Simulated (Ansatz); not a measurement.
Relaxed Mo (bcc, W type):

```xyz
2
Lattice="-3.1608 3.1608 3.1608 1.5804 -1.5804 1.5804 1.5804 1.5804 -1.5804" Properties=species:S:1:pos:R:3 pbc="T T T"
Mo     0.0000     0.0000     0.0000
Mo    -1.5804     1.5804     1.5804
```

The atoms are displaced by Q × the pattern below (from a DFPT mode at N = (0.5, 0.0, 0.0), largest move 1; Q in Å), at fixed cell. (q is in reciprocal vectors of the primitive cell; the cell shown is doubled to hold the pattern.)

| atom | x | y | z |
|---|---|---|---|
| Mo1 | 0.000 | 0.707 | -0.707 |
| Mo2 | 0.000 | -0.707 | 0.707 |

These are PBE (plane waves to 420 eV, PAW, scalar-relativistic; Ansatz, a first-principles code) values and carry that method's errors. k mesh 21×21×21 (Γ-centred), Fermi-Dirac smearing 0.05 eV. E stands for the smeared free energy. With partly filled bands, energies and forces of such displacements shift with the k mesh and the smearing. Mo is run without spin polarisation. Mo was relaxed with its symmetry unable to fall. The PAW data are Ansatz's earlier set. The zero of ΔE is the undisplaced structure. The last digit holds for this mesh only.

| Q (Å) | ΔE (meV/cell) |
|---|---|
| -0.180 | 358.2 |
| -0.150 | 262.3 |
| -0.120 | withheld |
| -0.090 | 101.1 |
| -0.060 | 45.8 |
| -0.030 | 11.6 |
| 0.000 | 0.0 |
| 0.030 | 11.6 |
| 0.060 | 45.8 |
| 0.090 | 101.1 |
| 0.120 | withheld |
| 0.150 | 262.3 |
| 0.180 | 358.2 |

### Question
Fit an even polynomial form (powers 2, 4, 6) to the given rows and predict ΔE at Q = -0.120.

### Answer
Least squares on the 11 given rows: ΔE = (12920)·Q² + (-52550)·Q⁴ + (-150900)·Q⁶, in meV/cell with Q in Å; root-mean-square residual 0.06 meV/cell. At -0.120 the fit gives 174.7 meV/cell; the calculation gives 174.7 meV/cell, the same to the digits shown. The quadratic term alone would give 186.0 meV/cell.

(For displaced atoms, the force is minus the slope of the energy, and its curvature is a force constant, which sets phonon frequencies.)
